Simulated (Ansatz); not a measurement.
Computed properties of HfRh₃

HfRh$_{3}$:
```
HfRh3
1.0
   -1.96538     1.96538     3.85854
    1.96538    -1.96538     3.85854
    1.96538     1.96538    -3.85854
Rh Hf
3 1
Cartesian
  0.00000   0.00000   3.85854
  0.00000   1.96538   1.92927
  1.96538   0.00000   1.92927
  0.00000   0.00000   0.00000
```

Space group I4/mmm (No. 139); conventional cell a = b = 3.9308 Å, c = 7.7171 Å, α = β = γ = 90.00°.

Method: plane-wave PAW PBEsol (Ansatz code). The cell and atoms are relaxed at this level. Other levels are named where they apply.

### Cell and energy

```
Item                                                          Result
-----------------------------------------------------  -------------
Volume per atom                                             14.90 Å³
Density                                                  13.57 g/cm³
Formation energy from the elements (no fitted shifts)  -0.60 eV/atom
```

### Electronic structure

```
Item                                                                        Value
------------------------------------  -------------------------------------------
Electronic character                                            metallic (no gap)
Density of states at the Fermi level  1.0 states/eV per atom (mean over ±0.08 eV)
```

### Mechanics

```
Quantity                              Value
----------------------------------  -------
Bulk modulus (Birch–Murnaghan fit)  238 GPa
Pressure derivative B′                  4.7
```

A made-up cell: these elements were put on the sites of a structure type; neither database checked (COD, Materials Project) lists it. COD files the formula under space group No. 221. Its standing as an ambient phase is unchecked. Symmetry was held in the PBEsol relaxation; whether a distortion lowers the energy is not shown. The run is not spin-polarised. Axis ratios of metals converge slowly with the k-mesh, so a and c are less sure than the volume. The references are the lowest solids computed at this level, not always the standard phases. Scalar-relativistic: spin–orbit coupling is off unless named, which matters more the heavier the elements.

Potentials: the earlier of the program's two PAW sets. The files were generated under PBE; for other functionals the program regenerates the frozen cores, and for LDA and PBEsol the local potential too.
